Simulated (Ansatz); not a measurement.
BP in space group P4_2/mmc (No. 131; B on 2c, P on 2e) under volume change, the program Ansatz at the PBE level (PAW), shape and atoms relaxed at each volume.

| V (Å³/atom) | E − E(relaxed) (meV/atom) | P (GPa) |
|---|---|---|
| 10.889 | 47.9 | 15.35 |
| 11.248 | 20.2 | 9.49 |
| 11.607 | [?] | [?] |
| 11.966 | 0.0 | 0.00 |
| 12.325 | [?] | [?] |
| 12.684 | 16.4 | -6.99 |
| 13.043 | 35.3 | -9.80 |

**Question.** What belongs in the gaps?

**Answer.** 
- 12.325, E − E(relaxed) (meV/atom): 4.3
- 12.325, P (GPa): -3.75
- 11.607, E − E(relaxed) (meV/atom): 4.8
- 11.607, P (GPa): 4.38

**Question.** What does a third-order Birch–Murnaghan fit give for V₀, B₀ and B′?

**Answer.** V₀ = 11.97 Å³/atom, B₀ = 135 GPa, B′ = 4.0.

The cell is a constructed one: a structure type filled with these elements; neither database checked (COD, Materials Project) lists it. It is not the phase usual at ambient conditions (space group No. 216). Symmetry was held in the PBE relaxation; its stability against distortions is not shown here.

Potentials: the later of the program's two PAW sets.
